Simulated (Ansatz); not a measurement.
# Fixed-spin-moment curve of Fe

We look at Fe: an experimental structure (space group Im-3m), with 1 atom per cell. The computed pressure is over 10 GPa in size, so the cell is far from the computed equilibrium volume (the chosen U may not suit it). Source: COD entry 5000217, which need not be the ambient phase.

```
Fe
1.0
    -1.43040    1.43040    1.43040
     1.43040   -1.43040    1.43040
     1.43040    1.43040   -1.43040
Fe
1
Direct
  0.00000 0.00000 0.00000
```

Site labels below count the atoms in this order, from 1.

Computed with Ansatz development build ahead of 0.2.0, DFT, PBE+U, PAW, plane waves, scalar-relativistic.

| Setting | Value |
| --- | --- |
| Hubbard term (Dudarev form) | U − J = 5.3 eV on Fe d, on Löwdin-orthonormalised all-electron atomic orbitals |
| Plane-wave cutoff | 420 eV |
| k-point mesh | 12×12×12 (Γ-centred) |
| Occupations | Fermi–Dirac smearing, 0.05 eV |
| Valence electrons | 16 |

Site moments are integrals over atomic spheres and don't add up to the total.

A static U favours moments and orbital order; the result depends on U and need not be the measured state. The U is a test value, not one fitted to this metal, and a U on a metal's d shells tends to overstate moments.

For a metal this mesh leaves errors of several meV/atom.

The total moment of the cell is held fixed (separate Fermi levels for the two spins), shared at the start among the Fe atoms with one sign; no search for lower states follows. Energies are free energies per cell above the lowest run, the runs with a free moment included. Each row is one local solution, which need not be the lowest state at that M. The run at M = 0 starts without moments and gives the spin-unpolarised solution. The cell holds one magnetic atom, so only parallel order fits; orders in a larger cell may lie lower. The program warns that the SCF threshold is loose for stress, so pressures can be off by 0.1 GPa or more.

The run at M = 2.45 μB took 1.3 s on 2 threads of Arm Neoverse V2, with other jobs on the host, peak memory 0.27 GiB.

| fixed M (μB/cell) | F − F(lowest) (meV/cell) | moments of Fe1 (μB) | absolute moment (μB) | pressure (GPa) |
| --- | --- | --- | --- | --- |
| 0.00 | 2003 | 0.00 | 0.00 | 12.8 |
| 0.61 | 1226 | 0.61 | 1.27 | 15.9 |
| 1.23 | 935 | 1.20 | 1.39 | 13.8 |
| 1.84 | 585 | 1.93 | 2.07 | 5.2 |
| 2.45 | 112 | 2.59 | 2.76 | 12.0 |
| 3.06 | 85 | 3.09 | 3.16 | 26.5 |
| 3.68 | 724 | 3.54 | 3.68 | 48.8 |
| 4.29 | 2197 | 3.92 | 4.29 | 95.7 |
| 4.90 | 4287 | 4.34 | 4.90 | 132.6 |

The lowest fixed-moment run is the one at M = 3.06 μB (85 meV). With the constraint released: “usual moment scaled by 0.1, free total moment [Fe1 0.40 μB]” ends at 2.82 μB, 0 meV; “usual moment, free total moment [Fe1 4.00 μB]” ends at 2.82 μB, 0 meV. At M = 0.61 μB the absolute moment far exceeds M, as opposite spins partly cancel within or between atoms, so the M = 0 row needn't join the others.
